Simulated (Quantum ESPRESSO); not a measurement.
## Nb5SnIrPd (one composition in several site orders)

Simulated, not a measurement. The program is pw.x of Quantum ESPRESSO 7.5 (plane-wave density functional theory). The cell is made up: eight metal atoms on a hexagonal close-packed lattice, with elements, volume, strain and displacements drawn at random and not relaxed, so it may be unstable or far from any real phase. PseudoDojo standard norm-conserving files set the functional (PBE unless stated); there is no spin polarisation or spin-orbit coupling, the Fermi-Dirac width of 0.25 eV means electrons at about 2900 K, and the masses in the input are unused placeholders. The tin pseudopotential is less sure than most, with forces differing by about three percent from a second method on plain tin. Heavy elements are run without spin-orbit coupling, which real alloys of them have. A spin test at this wide smearing found no moment, but such smearing suppresses magnetism that the real alloy may have.

The runs put one composition on the sites in different orders. Cell, positions, cutoff, mesh and smearing stay as in the input of run 1; sites are counted in its order. Stress in the tables is positive in tension.

Input of run 1:

```
&control calculation='scf', pseudo_dir='./dojo.nc.sr.pbe.v0_5.standard.upf', outdir='./o', disk_io='medium', tprnfor=.true., tstress=.true. /
&system ibrav=0, nat=8, ntyp=4, nbnd=74, ecutwfc=82.02448710, nosym=.true., tot_charge=0,
 occupations='smearing', smearing='fd', degauss=0.0183746611
/
&electrons conv_thr=1.470e-08, electron_maxstep=70, mixing_beta=0.5 /
ATOMIC_SPECIES
Ir 1.0 Ir.upf
Nb 1.0 Nb.upf
Pd 1.0 Pd.upf
Sn 1.0 Sn.upf
CELL_PARAMETERS angstrom
4.3552 -2.497 0.0053
-2.9347 -0.0443 -4.6549
2.9867 5.1382 0.0155
ATOMIC_POSITIONS angstrom
Nb -0.0073 -0.0461 0.0417
Nb 1.4356 2.5217 0.085
Nb 0.0095 1.6815 -2.3332
Nb 1.5537 4.3172 -2.4094
Nb 2.9238 0.0335 0.0511
Sn 4.3868 2.6376 0.0358
Ir 1.4017 -0.7831 -2.3582
Pd 2.9825 1.6839 -2.3515
K_POINTS automatic
5 5 4 1 1 1
```

```
run  elements on sites 1 to 8  free energy less that of run 1 (eV)  -TS (eV)  pressure (GPa)  stress xx (GPa)  stress yy (GPa)  stress zz (GPa)  stress yz (GPa)  stress xz (GPa)  stress xy (GPa)  iterations
  1   Nb Nb Nb Nb Nb Sn Ir Pd                                0.000    -1.724            6.18            -5.81            -3.64            -9.09            -0.20             0.87             1.44          19
  2   Sn Nb Pd Nb Ir Nb Nb Nb                                0.236    -1.691            6.00            -4.78            -3.39            -9.84            -0.10             1.10             1.29          19
  3   Nb Ir Nb Nb Sn Pd Nb Nb                                0.577    -1.733            6.49            -3.93            -4.16           -11.37             0.37             0.48            -0.25          18
  4   Nb Ir Nb Sn Nb Pd Nb Nb                                0.397    -1.808            6.91            -6.31            -3.85           -10.56             0.63             0.31            -0.04          19
  5   Nb Nb Nb Ir Nb Sn Nb Pd                                0.459    -1.747            7.12            -5.37            -5.35           -10.63             1.13             1.20             0.04          18
  6   Nb Nb Nb Sn Ir Nb Nb Pd                               -0.007    -1.642            6.01            -5.97            -3.05            -9.01            -0.45            -0.49             1.31          17
```

Forces Fx Fy Fz (eV/Å):

| site | run 1 | run 2 | run 3 | run 4 | run 5 | run 6 |
| --- | --- | --- | --- | --- | --- | --- |
| 1 | 0.05 0.64 -0.17 | -0.62 0.97 -1.43 | -0.68 -0.82 -0.43 | -0.76 -0.35 -0.99 | -0.08 0.57 -0.38 | -0.10 0.36 -1.16 |
| 2 | -0.36 -0.03 -0.08 | -0.54 -0.16 -1.03 | 0.57 0.73 -0.73 | 0.16 0.09 -0.44 | 0.02 0.17 -1.15 | 0.35 -0.58 -0.89 |
| 3 | 0.12 -0.23 0.65 | 0.17 0.11 0.17 | 0.37 1.20 0.11 | 0.75 0.61 0.24 | 0.42 0.46 0.36 | 0.11 1.28 0.56 |
| 4 | -0.32 0.42 1.43 | 0.02 -0.53 1.00 | -0.68 -1.01 2.07 | -0.79 -1.33 2.23 | -0.43 0.11 0.70 | -0.44 -0.74 1.67 |
| 5 | -0.24 0.21 -1.55 | 0.09 0.68 -0.74 | 0.31 0.61 -1.94 | 0.57 0.99 -1.79 | -0.80 0.16 -0.73 | 0.16 0.34 -1.14 |
| 6 | 0.43 -0.70 -1.38 | 0.13 -0.90 0.14 | -0.03 -0.67 -0.56 | -0.11 -0.59 -0.41 | 0.71 -0.68 -0.67 | -0.03 -0.83 -0.79 |
| 7 | 0.78 -0.57 0.39 | 0.71 0.09 0.37 | 0.56 -0.66 1.10 | 0.74 0.26 0.51 | 0.47 -1.15 1.13 | 0.42 0.10 0.74 |
| 8 | -0.45 0.25 0.70 | 0.05 -0.28 1.54 | -0.43 0.63 0.37 | -0.55 0.31 0.63 | -0.31 0.35 0.73 | -0.48 0.07 1.00 |

The sites are displaced and not relaxed, so the energy differences mix bonding between neighbours with strain and are not ordering energies. A rerun of one cell of this series at a higher cutoff and on a denser mesh moved values by no more than 0.002 eV in energy, 0.06 GPa in stress and 0.009 eV/Å in force, and a second program with other atomic files agreed on that cell to 2 % rms in force and 0.5 GPa in pressure.